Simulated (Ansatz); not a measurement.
Input:

MgTePb$_{2}$O$_{6}$:
```cif
data_Mg4O24Pb8Te4
_chemical_formula_sum 'Mg4 Te4 Pb8 O24'
_space_group_name_H-M_alt 'Fm-3m'
_space_group_IT_number 225
_space_group_name_Hall '-F 4 2 3'
_cell_length_a 7.97307
_cell_length_b 7.97307
_cell_length_c 7.97307
_cell_angle_alpha 90.000
_cell_angle_beta 90.000
_cell_angle_gamma 90.000
loop_
_atom_site_label
_atom_site_type_symbol
_atom_site_symmetry_multiplicity
_atom_site_Wyckoff_symbol
_atom_site_fract_x
_atom_site_fract_y
_atom_site_fract_z
_atom_site_occupancy
Mg1 Mg 4 a 0.00000 0.00000 0.00000 1
Te1 Te 4 b 0.50000 0.50000 0.50000 1
Pb1 Pb 8 c 0.25000 0.25000 0.25000 1
O1 O 24 e 0.00000 0.00000 0.25833 1
```
(The calculation used a cell of 10 atoms; values per cell refer to that cell.)

This is the PBEsol-relaxed structure.

All from plane-wave PAW PBEsol (Ansatz code), unless another level is named. Estimate the formation energy from the elements (no fitted shifts).

-1.46 eV/atom.

What about the hole effective mass with spin–orbit coupling?

0.28, 1.6, 1.6 mₑ (principal values).

Give the band gap.

2.55 eV (indirect).

Give the electron effective mass with spin–orbit coupling.

0.47 mₑ (isotropic).

Predict the weight of the conduction-edge state by species (Voronoi cells).

O 56 %, Te 27 %, Mg 16 %.

The workflow started from a Materials Project entry (that database holds measured and hypothetical structures alike); the Crystallography Open Database files this formula in space group No. 225, but the cells were not matched. Whether it is the stable phase at ambient conditions was not checked. The cell was relaxed with PBEsol under the symmetry of its start; its stability against distortions is not shown here. The references are the lowest solids computed at this level, not always the standard phases (solids in place of the gases). Scalar-relativistic: spin–orbit coupling is off unless named, which matters more the heavier the elements.

Potentials: the later of the program's two PAW sets.
